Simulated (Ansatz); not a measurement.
ZnS:
```yaml
crystal:
  lattice:
    - [3.80610, 0.00000, 0.00000]
    - [-1.90305, 3.29618, 0.00000]
    - [0.00000, 0.00000, 6.24474]
  atoms:
    - { symbol: Zn, position: [0.66667, 0.33333, 0.99975] }
    - { symbol: Zn, position: [0.33333, 0.66667, 0.49975] }
    - { symbol: S, position: [0.66667, 0.33333, 0.62545] }
    - { symbol: S, position: [0.33333, 0.66667, 0.12545] }
```

x, y and z are the axes in which the lattice vectors are written.

Task: Give the proper piezoelectric stress tensor with relaxed ions from DFT-r²SCAN in the program Ansatz with PAW potentials.

Result: In C/m², rows x, y, z, Voigt columns; mesh uncertainty up to 0.00.
```
 0.00   0.00   0.00   0.00   0.11   0.00
 0.00   0.00   0.00   0.11   0.00   0.00
 0.15   0.15  -0.16   0.00   0.00   0.00
```

The elastic tensor of the same run (GPa):

```tsv
	1	2	3	4	5	6
1	128	58.9	44.8	0.0	0.0	0.0
2	58.9	128	44.8	0.0	0.0	0.0
3	44.8	44.8	152	0.0	0.0	0.0
4	0.0	0.0	0.0	29.6	0.0	0.0
5	0.0	0.0	0.0	0.0	29.6	0.0
6	0.0	0.0	0.0	0.0	0.0	34.4
```

Task: Convert to strain constants d = e·S.

Result: In pC/N:
```
 0.0   0.0   0.0   0.0   3.6   0.0
 0.0   0.0   0.0   3.6   0.0   0.0
 1.2   1.2  -1.8   0.0   0.0   0.0
```

Space group P6_3mc (wurtzite). The cell was relaxed with r²SCAN under the symmetry of its start; phonons on a q-mesh show no instability.

Potentials: the later of the program's two PAW sets.
